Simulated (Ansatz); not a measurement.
# CsSnI3: field gradients at two levels of theory

Cell: a computed structure from the Materials Project (it need not be an observed phase), atoms as given.

```
Cs Sn I
1.0
     6.28623    0.00000    0.00000
     0.00000    6.28623    0.00000
     0.00000    0.00000    6.28623
Cs Sn I
1 1 3
Direct
  0.50000 0.50000 0.50000
  0.00000 0.00000 0.00000
  0.50000 0.00000 0.00000
  0.00000 0.00000 0.50000
  0.00000 0.50000 0.00000
```

Sites (sets of like atoms) are named by element and the number of their first atom in this list.

First run. All values are calculated (Ansatz; DFT, PBE, plane waves and PAW, scalar-relativistic, 420 eV cutoff, Γ-centred 5×5×5 k-points, Fermi–Dirac smearing 0.02 eV), not measured.

| site | atom | V_zz (10²¹ V/m²) | η |
| --- | --- | --- | --- |
| I | 3 | 42.8 | 0.00 |

Second run. The same atoms and settings, except that the functional is r2SCAN and the cutoff is 500 eV.

Problem. Given the first result, estimate the second.

Solution. 

| site | atom | V_zz | η | change of V_zz |
| --- | --- | --- | --- | --- |
| I | 3 | 41.4 | 0.00 | -1.42 |

The largest change of V_zz is on I, from 42.8 to 41.4. In per cent, |V_zz| changes by -3 on I (all sites that start above 0.5). Sites without a gradient aren't listed.

This high-symmetry form of CsSnI3 is unstable when cold, to tilts of the octahedra. The symmetry of the cell holds that distortion back, wholly or in part, and it would change the field gradients, the more the larger the distortion. Without spin–orbit coupling the gradients at and beside I can be off by some per cent, at some sites by more.
For the second run: With these PAW files V_zz is typically within 2 to 3 % of all-electron values, but misses above 10 % occur on I.
